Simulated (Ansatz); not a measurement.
**Notes on NaSiPt$_{3}$**

```xyz
5
Lattice="3.9817 0.0000 0.0000 0.0000 3.9817 0.0000 0.0000 0.0000 5.0441" Properties=species:S:1:pos:R:3 pbc="T T T"
Pt    0.0000    1.9908    2.5221
Pt    1.9908    0.0000    2.5221
Si    1.9908    1.9908    3.3543
Na    0.0000    0.0000    0.0000
Pt    1.9908    1.9908    0.5427
```

The numbers come from plane-wave PAW DFT (Ansatz): PBE, no spin polarisation, 420 eV, 9×9×7 Γ-centred k points, fermi-dirac occupations (width 0.1 eV). Nothing was relaxed.

Task: Give the Bader charges.

Result: Bader charges in e: Na +0.81, Si +2.25, Pt -1.06 to -0.94. In the mean Si gives up most and Pt takes most.

Task: What happens at the Fermi level?

Result: It is a metal, with about 2 states/eV a cell as the mean within 0.25 eV of the Fermi level, mostly Pt d (49 %), Pt s (20 %) and Si p (20 %).

Task: Which atom feels the largest force, and which way?

Result: The largest is on Si3: 5.17 eV/Å, components (0.00, 0.00, 5.17). It makes 113° with the line to a nearest neighbour, Pt1 at 2.16 Å.

Task: What does the stress say?

Result: The pressure is 26.6 GPa (compression positive), so with the atoms held at these fractions the cell would first expand; the forces are large, so a full relaxation may end otherwise. The principal stresses 19.2, 30.3, 30.3 GPa differ, so its shape would change too.

Task: What is the formation energy?

Result: -0.15 eV an atom against the elements' usual phases (free molecules for gases, crystals otherwise, with no correction for O₂ or N₂), so it is bound against them; other compounds may still compete. Relaxing would lower it.

Origin: a known structure type with other elements, at an estimated volume, so it need not be a known compound. Caveats: atoms or cell far from equilibrium.
